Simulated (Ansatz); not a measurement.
Consider the following.

Sb$_{2}$Au:
```cif
data_AuSb2
_chemical_formula_sum 'Au1 Sb2'
_space_group_name_H-M_alt 'P 1'
_space_group_IT_number 1
_cell_length_a 4.79004
_cell_length_b 4.79004
_cell_length_c 4.79004
_cell_angle_alpha 60.000
_cell_angle_beta 60.000
_cell_angle_gamma 60.000
loop_
_space_group_symop_operation_xyz
  'x, y, z'
loop_
_atom_site_label
_atom_site_type_symbol
_atom_site_fract_x
_atom_site_fract_y
_atom_site_fract_z
_atom_site_occupancy
Au1 Au 0.00000 0.00000 0.00000 1
Sb1 Sb 0.25000 0.25000 0.25000 1
Sb2 Sb 0.75000 0.75000 0.75000 1
```

This is the PBEsol-relaxed structure.

All from PBEsol in the plane-wave PAW code Ansatz, unless another level is named. Predict the highest zone-centre frequency.

105 cm⁻¹.

Next, the bulk modulus (Birch–Murnaghan fit)?

83.3 GPa.

Give the elastic constants (relaxed ions, GPa).

C11 = 99.9, C12 = 75.1, C44 = -4.9.

Space group Fm-3m (fluorite or antifluorite type). The workflow started from an entry of the Crystallography Open Database (COD), which files this formula under 2 space groups. Its standing as an ambient phase is unchecked. The PBEsol relaxation kept the symmetry of its start. At this level the phase is mechanically unstable. As this level gives no gap, shear constants depend on the k-mesh and smearing (Fermi–Dirac, 0.1 eV here). As this level gives no gap, phonon frequencies hold no LO–TO term and depend on the k-mesh and smearing (Fermi–Dirac, 0.1 eV here). Spin–orbit coupling is left out wherever it is not named.

Potentials: the later of the program's two PAW sets.
